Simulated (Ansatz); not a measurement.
The start is a generated cell, TiOs placed in the AFLOW prototype AB_hP12_186_a2b_a2b (B6, as in SiC). A full variable-cell relaxation at zero pressure is run with PBEsol (plane waves to 420 eV, PAW, scalar-relativistic; Ansatz, a quantum-chemistry and plane-wave program). First-step values are on the input's coarse k-mesh.

Ansatz input (later rounds restart from its end on a renewed k-mesh):
Ansatz 0.2 input:
```yaml
crystal:
  lattice:
    - [3.4605026, 0, 0]
    - [-1.7302513, 2.9968831, 0]
    - [0, 0, 16.9805401]
  atoms:
    - { symbol: Ti, position: [0, 0, 0] }
    - { symbol: Ti, position: [0, 0, 0.5] }
    - { symbol: Ti, position: [0.66666667, 0.33333333, 0.83325] }
    - { symbol: Ti, position: [0.33333333, 0.66666667, 0.33325] }
    - { symbol: Ti, position: [0.66666667, 0.33333333, 0.1665] }
    - { symbol: Ti, position: [0.33333333, 0.66666667, 0.6665] }
    - { symbol: Os, position: [0, 0, 0.8746] }
    - { symbol: Os, position: [0, 0, 0.3746] }
    - { symbol: Os, position: [0.66666667, 0.33333333, 0.70785] }
    - { symbol: Os, position: [0.33333333, 0.66666667, 0.20785] }
    - { symbol: Os, position: [0.66666667, 0.33333333, 0.0415] }
    - { symbol: Os, position: [0.33333333, 0.66666667, 0.5415] }
basis: { ecutwfc: 420, ecutrho_ratio: 4, xc_grid: 2, fft_grid_basis: typed }
kpoints: { mp_grid: { grid: [9, 9, 2] } }
hamiltonian:
  xc: pbesol
  dispersion: none
  pseudopotentials: { kind: paw }
scf: { occupations: { method: fermi_dirac, width: 0.05 } }
relax: { f_tol: 0.01, max_steps: 100, cell: { stress_tol: 0.02 } }
output: { forces: true, stress: true }
```

Question: How much energy is released per atom?

Answer: About 2.5 eV/atom.

Question: How does the volume change?

Answer: +3.8 %, from 14.68 to 15.24 Å³/atom.

Question: What band gap does the relaxed structure have at this level?

Answer: Zero (metallic).

Question: Write out the relaxed structure.

Answer: 
Space group P6₃mc (No. 186); a = b = 2.8054 Å, c = 26.8272 Å, α = β = 90.00°, γ = 120.00°

```csv
atom,site,symmetry,x,y,z
Ti,2a,3m.,0.0000,0.0000,0.0181
Ti,2b,3m.,0.3333,0.6667,0.1845
Ti,2b,3m.,0.6667,0.3333,0.3512
Os,2a,3m.,0.0000,0.0000,0.1077
Os,2b,3m.,0.3333,0.6667,0.2739
Os,2b,3m.,0.6667,0.3333,0.4409
```

The space group stays P6₃mc (No. 186) (the run could not lower it), with 12 atoms in the primitive cell. Final values are on a 15×15×2 k-mesh of the relaxed cell. The start holds a very short contact (Ti–Os 2.12 Å). No spin polarisation in the result.

The run could not lose the symmetry of its start: the end is stationary, and may be a saddle point rather than a minimum.

The relaxed structure here is a generated cell of TiOs: the first start was made by placing the elements on the sites of a structure type, and the end was not matched to a known phase here, so it may be hypothetical.
